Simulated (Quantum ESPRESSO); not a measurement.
## SiGa2ZnP4 (input and log of a self-consistent run)

Computed values, not a measurement. The program is pw.x of Quantum ESPRESSO 7.5 (plane-wave density functional theory). The cell is made up: 8 atoms on a zincblende/diamond lattice, with randomly drawn elements, strain and displacements, not relaxed. PseudoDojo standard norm-conserving files (v0.5 for PBE, v0.4.1 for LDA and PBEsol) set the functional; there is no spin polarisation, spin-orbit coupling or dispersion term, and the masses in the input are unused placeholders.

Input:

```
&control calculation='scf', pseudo_dir='./dojo.nc.sr.pbe.v0_5.standard.upf', outdir='./o', disk_io='medium', tprnfor=.true., tstress=.true. /
&system ibrav=0, nat=8, ntyp=4, nbnd=41, ecutwfc=84.00895049, nosym=.true., tot_charge=0,
 occupations='smearing', smearing='fd', degauss=0.0018374661
/
&electrons conv_thr=7.350e-09, electron_maxstep=60, /
ATOMIC_SPECIES
Ga 1.0 Ga.upf
P 1.0 P.upf
Si 1.0 Si.upf
Zn 1.0 Zn.upf
CELL_PARAMETERS angstrom
5.4337 0.0 0.0
0.0 5.4337 0.0
0.0 0.0 5.4337
ATOMIC_POSITIONS angstrom
Si -0.0608 -0.0021 0.0411
Ga 0.0169 2.644 2.6973
Zn 2.7326 0.0426 2.7839
Ga 2.6755 2.731 -0.0576
P 1.4916 1.2866 1.3638
P 1.3704 4.0548 4.1311
P 4.0709 1.2806 4.0421
P 4.1817 4.1051 1.3579
K_POINTS automatic
4 4 4 1 1 1
```

The log is shortened where brackets say so; the opening notice, blank lines, dates and the lines on written files are dropped, and the path of the files is cut. It prints rydbergs, bohrs and kilobars, and counts compression as positive stress.

```
     Program PWSCF v.7.5
     Parallel version (MPI & OpenMP), running on       1 processor cores
     Number of MPI processes:                 1
     Threads/MPI process:                     1
     [start-up lines left out]
     bravais-lattice index     =            0
     lattice parameter (alat)  =      10.2682  a.u.
     unit-cell volume          =    1082.6388 (a.u.)^3
     number of atoms/cell      =            8
     number of atomic types    =            4
     number of electrons       =        70.00
     number of Kohn-Sham states=           41
     kinetic-energy cutoff     =      84.0090  Ry
     charge density cutoff     =     336.0358  Ry
     scf convergence threshold =      7.3E-09
     mixing beta               =       0.7000
     number of iterations used =            8  plain     mixing
     Exchange-correlation= PBE
                           (   1   4   3   4   0   0   0)
     [axes and pseudopotential details left out]
   Cartesian axes
     site n.     atom                  positions (alat units)
         1        Si     tau(   1) = (  -0.0111894  -0.0003865   0.0075639  )
         2        Ga     tau(   2) = (   0.0031102   0.4865929   0.4964021  )
         3        Zn     tau(   3) = (   0.5028986   0.0078400   0.5123397  )
         4        Ga     tau(   4) = (   0.4923901   0.5026041  -0.0106005  )
         5        P      tau(   5) = (   0.2745091   0.2367816   0.2509892  )
         6        P      tau(   6) = (   0.2522038   0.7462318   0.7602738  )
         7        P      tau(   7) = (   0.7491948   0.2356773   0.7438946  )
         8        P      tau(   8) = (   0.7695861   0.7554889   0.2499034  )
     number of k points=    32  Fermi-Dirac smearing, width (Ry)=  0.0018
                       cart. coord. in units 2pi/alat
        k(    1) = (   0.1250000   0.1250000   0.1250000), wk =   0.0625000
        k(    2) = (   0.1250000   0.1250000   0.3750000), wk =   0.0625000
     [further k points left out]
     Dense  grid:   112451 G-vectors     FFT dimensions: (  60,  60,  60)
     Estimated max dynamical RAM per process >     153.13 MB
     Initial potential from superposition of free atoms
     starting charge      69.9933, renormalised to      70.0000
     Starting wfcs are   48 randomized atomic wfcs
     total cpu time spent up to now is       11.3 secs
     per-process dynamical memory:    85.8 Mb
     Self-consistent Calculation
     iteration #  1     ecut=    84.01 Ry     beta= 0.70
     Davidson diagonalization with overlap
     ethr =  1.00E-02,  avg # of iterations =  3.8
     Threshold (ethr) on eigenvalues was too large:
     Diagonalizing with lowered threshold
     Davidson diagonalization with overlap
     ethr =  4.58E-04,  avg # of iterations =  4.5
     total cpu time spent up to now is       72.1 secs
     total energy              =    -787.91785389 Ry
     estimated scf accuracy    <       0.32295366 Ry
     iteration #  2     ecut=    84.01 Ry     beta= 0.70
     Davidson diagonalization with overlap
     ethr =  4.61E-04,  avg # of iterations =  2.1
     total cpu time spent up to now is       97.7 secs
     total energy              =    -787.98747727 Ry
     estimated scf accuracy    <       0.11566844 Ry
     iteration #  3     ecut=    84.01 Ry     beta= 0.70
     Davidson diagonalization with overlap
     ethr =  1.65E-04,  avg # of iterations =  2.0
     total cpu time spent up to now is      120.0 secs
     total energy              =    -788.01222636 Ry
     estimated scf accuracy    <       0.00836930 Ry
     iteration #  4     ecut=    84.01 Ry     beta= 0.70
     Davidson diagonalization with overlap
     ethr =  1.20E-05,  avg # of iterations =  8.7
     total cpu time spent up to now is      151.7 secs
     total energy              =    -788.01427823 Ry
     estimated scf accuracy    <       0.00226212 Ry
     iteration #  5     ecut=    84.01 Ry     beta= 0.70
     Davidson diagonalization with overlap
     ethr =  3.23E-06,  avg # of iterations =  3.6
     total cpu time spent up to now is      177.4 secs
     total energy              =    -788.01470746 Ry
     estimated scf accuracy    <       0.00010952 Ry
     iteration #  6     ecut=    84.01 Ry     beta= 0.70
     Davidson diagonalization with overlap
     ethr =  1.56E-07,  avg # of iterations =  3.0
     total cpu time spent up to now is      204.5 secs
     total energy              =    -788.01473571 Ry
     estimated scf accuracy    <       0.00001824 Ry
     iteration #  7     ecut=    84.01 Ry     beta= 0.70
     Davidson diagonalization with overlap
     ethr =  2.61E-08,  avg # of iterations =  2.0
     total cpu time spent up to now is      228.6 secs
     total energy              =    -788.01473999 Ry
     estimated scf accuracy    <       0.00000175 Ry
     iteration #  8     ecut=    84.01 Ry     beta= 0.70
     Davidson diagonalization with overlap
     ethr =  2.50E-09,  avg # of iterations =  3.2
     total cpu time spent up to now is      252.3 secs
     total energy              =    -788.01474055 Ry
     estimated scf accuracy    <       0.00000020 Ry
     iteration #  9     ecut=    84.01 Ry     beta= 0.70
     Davidson diagonalization with overlap
     ethr =  2.81E-10,  avg # of iterations =  2.5
     total cpu time spent up to now is      274.0 secs
     total energy              =    -788.01474060 Ry
     estimated scf accuracy    <       0.00000001 Ry
     iteration # 10     ecut=    84.01 Ry     beta= 0.70
     Davidson diagonalization with overlap
     ethr =  1.83E-11,  avg # of iterations =  3.8
     total cpu time spent up to now is      305.3 secs
     End of self-consistent calculation
     [lines on levels left out]
!    total energy              =    -788.01474061 Ry
     estimated scf accuracy    <          3.8E-09 Ry
     smearing contrib. (-TS)   =      -0.00000000 Ry
     internal energy E=F+TS    =    -788.01474061 Ry
     The total energy is F=E-TS. E is the sum of the following terms:
     one-electron contribution =    -570.21333984 Ry
     hartree contribution      =     320.90190979 Ry
     xc contribution           =    -148.23962549 Ry
     ewald contribution        =    -390.46368508 Ry
     convergence has been achieved in  10 iterations
     Forces acting on atoms (cartesian axes, Ry/au):
     atom    1 type  3   force =     0.05431770    0.00404576   -0.01448337
     atom    2 type  1   force =     0.02672498    0.00553495    0.00170614
     atom    3 type  4   force =    -0.00578309   -0.05222547   -0.01397760
     atom    4 type  1   force =     0.04397743   -0.01309351    0.03148725
     atom    5 type  2   force =    -0.05751625    0.00104517   -0.02217753
     atom    6 type  2   force =    -0.04446962    0.04264363   -0.02725727
     atom    7 type  2   force =     0.02610062    0.02080359    0.04153131
     atom    8 type  2   force =    -0.04335177   -0.00875413    0.00317107
     Total force =     0.152061     Total SCF correction =     0.000196
     Computing stress (Cartesian axis) and pressure
          total   stress  (Ry/bohr**3)                   (kbar)     P=        8.37
   0.00004936   0.00000422   0.00006489            7.26        0.62        9.55
   0.00000422   0.00004323  -0.00014315            0.62        6.36      -21.06
   0.00006489  -0.00014315   0.00007821            9.55      -21.06       11.50
     init_run     :     10.18s CPU     11.17s WALL (       1 calls)
     electrons    :    282.28s CPU    294.04s WALL (       1 calls)
     forces       :      4.99s CPU      5.03s WALL (       1 calls)
     stress       :     19.97s CPU     20.07s WALL (       1 calls)
     [timing details left out]
     PWSCF        :   5m17.62s CPU   5m30.66s WALL
     JOB DONE.
```

In other units: free energy -10721.487 eV for the cell, pressure 0.84 GPa, largest force component 1.479 eV/Å. A rerun of this cell at 1437 eV and a 6 x 6 x 6 mesh moved values by no more than 0.009 eV in energy, 0.02 GPa in stress and 0.004 eV/Å in force.